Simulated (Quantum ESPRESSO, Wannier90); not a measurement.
# Ge (P6₃/mmc, model phase): Wannier90 run

```
CELL_PARAMETERS angstrom
      3.99759     0.00000     0.00000
     -1.99879     3.46201     0.00000
      0.00000     0.00000     6.59938
ATOMIC_POSITIONS crystal
  Ge 0.66667 0.33333 0.06290
  Ge 0.33333 0.66667 0.93710
  Ge 0.33333 0.66667 0.56290
  Ge 0.66667 0.33333 0.43710
```

Cell from Materials Project (mp-1007760), symmetrised, no further relaxation. This isn't the element's usual structure (diamond); take it as a model of another phase. Computed values, not measurements, from PBEsol: Quantum ESPRESSO (norm-conserving PseudoDojo potentials, cutoff 63 Ry, spinors with spin-orbit coupling) on a Γ-centred 6×6×4 mesh, then Wannier90. Density: 12×12×6 mesh, cold smearing 0.01 Ry.

Base run: 32 functions from bands 41-92 of the 92 computed, start hydrogen-like Ge: s;p, centres 0.05 Å off the atoms, frozen window up to 1.50 eV relative to the Fermi level, outer window open. One setting was then changed (edges relative to the Fermi level; misfit to pw.x on a path, for states up to 1.0 eV relative to the Fermi level).

| run | Ω_I (Å²) | rms misfit (meV) | worst (meV) |
|---|---|---|---|
| base | 48.66 | 9.5 | 96 |
| changed | 69.00 | 19 | 147 |

Question: Which change was made?
(A) frozen window to 1.00 eV
(B) outer window to 11.59 eV
(C) only the lowest 47 of the kept bands
(D) outer window to 9.89 eV

Answer: D, outer window to 9.89 eV. The others give:

```
run                                   Ω_I (Å²)  rms misfit (meV)  worst (meV)
------------------------------------  --------  ----------------  -----------
frozen window to 1.00 eV                 46.37                17          227
outer window to 11.59 eV                 59.51                11           87
only the lowest 47 of the kept bands     53.15               8.9           85
```
